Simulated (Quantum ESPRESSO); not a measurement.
Simulation results for Hf₃NbN₃O (made-up cell)

All values are calculated (Quantum ESPRESSO 7.5). Calculation on a made-up crystal cell, not a measurement: periodic Kohn-Sham density functional theory in plane waves with PseudoDojo standard norm-conserving scalar-relativistic pseudopotentials, each functional with its own files (v0.5 for PBE, v0.4.1 for LDA and PBEsol), no spin polarisation, no spin-orbit coupling, atoms not relaxed, stress positive in tension, energies less a fixed whole-eV offset for each atom's element; levels are Kohn-Sham levels at fractions of this cell's reciprocal vectors, counted from the reference band (half the neutral cell's valence electrons, rounded up) at Gamma; error bars cover cutoff and k-mesh only, not smearing or the files; each bar is the largest change over components, and at least 0.002 eV, 0.002 eV per angstrom or 0.02 GPa; added strain carries the atoms with the cell, and shear is the tensor component; no dispersion term; energies are for the whole cell, and the offsets were chosen from early runs and are not element reference energies.

### Hf₃NbN₃O (made-up cell)

Unstrained structure:
```xyz
8
Lattice="4.6667 0.0040 0.0272 0.0040 4.5246 0.0580 0.0272 0.0580 4.6162" Properties=species:S:1:pos:R:3 Hf3NbN3O
Nb     0.0521    -0.0079     0.0138
Hf     0.0021     2.3345     2.3004
Hf     2.3532     0.0211     2.3257
Hf     2.3573     2.2625     0.0479
N      2.3563    -0.0310    -0.0170
N      2.3558     2.3213     2.3602
O      4.6786     0.0307     2.3619
N      4.6613     2.3120     0.0629
```

* lattice type: rocksalt
* functional: pbe
* cutoff: 1143 eV
* fermi dirac smearing: 0.1 eV
* scf tolerance: 1e-07 eV
* electrons removed: 0
* added strain kind: zz
* added strain: 0.0154
* k mesh: 7 x 7 x 7, shifted by half a step
* structure shown: before the added strain of 0.0154
* stress yy: ?
* stress yz: ?
* stress xz: ?

Atoms:
```
atoms element  atom site  atom energy offset (eV)
           Nb          1                    -1693
           Hf          2                    -1535
           Hf          3                    -1535
           Hf          4                    -1535
            N          5                     -283
            N          6                     -283
            O          7                     -452
            N          8                     -283
```

Notes: the hafnium pseudopotential is less sure than the others, with forces about 3 percent (worst 6) and pressure in oxides about 1.5 GPa (worst 2.7) from a second method in checks, which the error bars do not cover.

Question: Give the missing stress yy for Hf₃NbN₃O (made-up cell).
Answer: 7.431 GPa

Question: Hf₃NbN₃O (made-up cell): stress yz?
Answer: 1.305 GPa

Question: Hf₃NbN₃O (made-up cell): stress xz?
Answer: 0.5258 GPa

Further results for Hf₃NbN₃O (made-up cell):

- free energy less offsets: -8.365 eV
- scf iterations: 16
- smearing term minus ts: -0.09785 eV
- pressure: -14.45 GPa
- stress xx: 18.37 GPa
- stress zz: 17.56 GPa
- stress xy: 0.1611 GPa
- fermi level: 3.008 eV
- reference band: 35
- error bar energy: 0.01692 eV
- error bar stress: 0.1761 GPa
- error bar force: 0.01946 eV/Å
- error bar next band up: 0.00483 eV
- error bar fermi level: 0.03697 eV
- error bars from: tighter rerun of a related cell

Forces:
```
site  x (eV/Å)  y (eV/Å)  z (eV/Å)
   1   -0.1616    0.4243    0.2684
   2    0.3055   -0.4307    0.1859
   3   -0.1118    0.4037   -0.2246
   4   -0.2147   -0.1583  -0.03288
   5    0.1432    0.3502    0.1015
   6  -0.02122    -0.322  -0.05389
   7  -0.06646    0.1986   0.04225
   8     0.127   -0.4657   -0.2866
```

Levels:
```
level k point  next band up (eV)
        Gamma              1.989
(1/2,1/2,1/2)              4.835
   (0.15,0,0)              1.925
   (0,0.15,0)              2.138
   (0,0,0.15)              1.846
```
